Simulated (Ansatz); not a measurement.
## Hf-179 nuclear quadrupole resonance in HfTl2PbS4

Cell: a refined structure from the COD whose atoms were relaxed with PBE, the cell held.

Space group C2/c (No. 15); a = 15.4695, b = 8.2255, c = 6.7103 Å, β = 109.26°.

| site | Wyckoff | site symmetry | x | y | z |
| --- | --- | --- | --- | --- | --- |
| Hf | 4e | 2 | 0.5000 | 0.6212 | 0.2500 |
| Tl | 8f | 1 | 0.7491 | 0.8740 | 0.2309 |
| Pb | 4e | 2 | 0.5000 | 0.1231 | 0.2500 |
| S9 | 8f | 1 | 0.5964 | 0.6020 | 0.0035 |
| S13 | 8f | 1 | 0.6070 | 0.8373 | 0.4635 |

One atom of each set is listed; the run and its k-mesh use a cell of 16 atoms with edges of 8.76, 8.76, 6.71 Å.

Method: Kohn–Sham DFT in Ansatz, PBE, plane waves and PAW, scalar-relativistic, 420 eV cutoff, Γ-centred 4×4×5 k-points, Fermi–Dirac smearing 0.02 eV.

Hf-179: I = 9/2, Q = 3793 mb (year-2017 value). Static lattice, zero field.

(1) At which frequencies do the Hf-179 NQR lines lie?

(2) And for ¹⁷⁷Hf (I = 7/2, Q = 3365 mb) on Hf?

## Answers

(1) For I = 9/2 and η = 0 the lines are |C_Q|/24 times 1, 2, 3 and 4; η shifts the lowest up most. At large η the states mix, and weaker lines appear at sums of the main ones; lines under 5 % of the strongest are left out.

```json
{"site": "Hf", "atoms": "2", "V_zz (10²¹ V/m²)": "1.81", "C_Q (MHz)": "166", "η": "0.32", "line frequencies (MHz)": "11.4, 12.9, 20.4, 24.3, 27.5"}
```

(2) C_Q scales with Q to 147 MHz, with lines at 13.8, 20.2, 31.3 MHz.

Without spin–orbit coupling the gradients at and beside Hf can be off by some per cent, at some sites by more.

The relaxation (3 steps) took 3.4 min of wall time (3.4 min of CPU time) and 1.3 GiB at its peak, on 1 thread of Arm Neoverse V2 (aarch64; 8 cores open to the job, memory cap 3.0 GiB, no GPU), a shared host with a load of 0.5 a core.
